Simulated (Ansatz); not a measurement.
Y$_{3}$Si$_{5}$:
```
Y3Si5
1.0
    6.49849     0.00000     0.00000
   -3.24925     5.62786     0.00000
    0.00000     0.00000     4.15436
Y Si
3 5
Cartesian
 -2.09751   3.63300   0.00000
  4.19503   0.00000   0.00000
  1.15173   1.99486   0.00000
  3.24925   1.87595   2.07718
  0.00000   3.75191   2.07718
 -0.85313   1.47767   2.07718
  1.70627   0.00000   2.07718
  2.39611   4.15019   2.07718
```

Relaxed with PBEsol. Special points in fractions of this cell's reciprocal vectors: Γ (0.000, 0.000, 0.000); M (0.500, 0.000, 0.000); K (0.333, 0.333, 0.000); A (0.000, 0.000, 0.500); L (0.500, 0.000, 0.500); H (0.333, 0.333, 0.500).

Q: List the band energies nearest the Fermi level at these points for plane-wave PAW PBEsol with spin–orbit coupling (Ansatz code).

A: In eV from the Fermi level; about four levels below and three above (degenerate sets whole), none deeper than 8.9 eV; points with the same levels are listed once.

```csv
k,below,above
Γ,-0.99 -0.99 -0.99 -0.99 -0.40 -0.40,0.97 0.97 1.19 1.19
M,-1.90 -1.90 -0.58 -0.58,0.01 0.01 0.84 0.84
K,-1.07 -1.07 -1.03 -1.03,1.46 1.46 1.46 1.46
A,-2.17 -2.17 -1.43 -1.43,0.23 0.23 0.25 0.25
L,-1.95 -1.95 -1.48 -1.48,0.25 0.25 0.54 0.54
H,-1.73 -1.73 -1.72 -1.72,0.12 0.12 0.39 0.39
```

Space group P-62m. The start of the workflow was typed in or built on a structure type; neither database checked (COD, Materials Project) lists it. Whether it is the stable phase at ambient conditions was not checked. The cell was relaxed with PBEsol under the symmetry of its start; of distortions, only those at the zone centre were tested. The run is not spin-polarised.

Potentials: the later of the program's two PAW sets.
